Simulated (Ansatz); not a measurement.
## Relaxing Cu

Theory: DFT r2SCAN, scalar-relativistic, plane waves, PAW (Ansatz).

The start is a database structure of Cu, space group P6_3/mmc (No. 194).

Input of the last, converged step (default PAW datasets):

```yaml
crystal:
  lattice:
    - [2.5307640267, 0.0, 0.0]
    - [-1.2653820134, 2.1917059381, 0.0]
    - [0.0, 0.0, 8.26181508]
  atoms:
    - { symbol: Cu, position: [0.0, 0.0, 0.0] }
    - { symbol: Cu, position: [0.33333333, 0.66666667, 0.25] }
    - { symbol: Cu, position: [0.0, 0.0, 0.5] }
    - { symbol: Cu, position: [0.66666667, 0.33333333, 0.75] }
basis:
  ecutwfc: 500
kpoints:
  mp_grid: { grid: [21, 21, 6] }
hamiltonian:
  xc: r2scan
scf:
  occupations: { method: gaussian, width: 0.1 }
output:
  forces: true
  stress: true
  eigenvalues: true
relax:
  adjacent_minimum: "off"
  f_tol: 0.01
  max_steps: 80
  cell: { stress_tol: 0.05 }
```

It can be run as:

```bash
ansatz run input.yaml --threads 1 --pin off --backend cpu --events-out ev --progress --plain --runs-dir out  # memory cap (--max-ram) not shown
```

End of the output:

```
SCF converged after 8 iterations
Free energy (F): -26524.934326 eV
Harris-Foulkes:  -26524.934326 eV  (|F-HF|=0.00e0)
Internal energy: -26524.927655 eV  (E = F + TS)
E sigma→0 (E₀):  -26524.930990 eV
Entropy (-TS):   -0.006671 eV (-1.668 meV/atom)
Fermi energy:    17.277207 eV
--- Per-component energies (eV) ---
  E_band       = -1499.318400
  E_kinetic    = 1200.082195
  E_local      = -16008.730220  (includes V_loc(G=0)·N_el)
  E_nonlocal   = 1581.299704
  E_hartree    = 7077.853199
  E_xc         = -335.751868
  E_vxc        = -499.529398  (∫ρ·V_xc dr)
  E_paw        = -6712.299837  (= ΣΔE_a)
  E_vpaw       = -1964.116363  (= ΣTr[D̂ρ^β])
  E_aug_tail   = 0.000589  (compensation charges beyond the density's cutoff)
  E_vtau       = 35.968766  (kinetic-family band-sum trace: ∫τ·v_τ [+ j·A + Jᵃ·Aᵃ] dr)
  E_ewald      = -13326.176985
  E_core_change = -1.204432  (= ΣΔE_core)
  E_smearing   = -0.006671  (= −TS)
  E_closure    =  0.000000  (closes the sum)
  Σ components = -26524.934326   (vs F -26524.934326, Δ=0.00e0)
--- Forces (eV/Å), atoms counted from 1 ---
  atom   1  Cu     0.00000000     0.00000000     0.00000000
  atom   2  Cu     0.00000000     0.00000000     0.00000000
  atom   3  Cu     0.00000000     0.00000000     0.00000000
  atom   4  Cu     0.00000000     0.00000000     0.00000000
  max |Σ_I F_I| component: 1.68e-29 eV/Å
--- Stress (GPa, compression-positive) ---
       -0.003817       0.000000       0.000000
        0.000000      -0.003817       0.000000
        0.000000       0.000000       0.002090
  P = ⅓ Tr σ = -0.0018 GPa (-0.018 kbar)
--- Relaxed structure (5 steps of the walk, 5 accepted, 1 SCFs on fresh bases) ---
  F+E_penalty+E_count = -26524.93432592 eV   max|allowed force component| = 9.252e-18 eV/Å   (the final SCF, on the basis selected at the relaxed cell)
  cell:  # Å, volume = 45.7613 Å³
    - [2.523873, 0.000000, 0.0]
    - [-1.261936, 2.185738, 0.0]
    - [0.0, 0.0, 8.295304]
  atoms:
    - { symbol: Cu, position: [0.000000, 0.000000, 0.000000] }
    - { symbol: Cu, position: [0.333333, 0.666667, 0.250000] }
    - { symbol: Cu, position: [0.000000, 0.000000, 0.500000] }
    - { symbol: Cu, position: [0.666667, 0.333333, 0.750000] }
```

Total energies depend on the potentials used, so only differences within one code and one set of settings carry meaning.

The result has space group P6_3/mmc (No. 194). Around Cu on Wyckoff site a (2 atoms of the primitive cell) lie 12 Cu at 2.52–2.53 Å; Cu on Wyckoff site c (2 atoms of the primitive cell) has 12 Cu at 2.52–2.53 Å.

A structure relaxed within its symmetry needn't be a true minimum.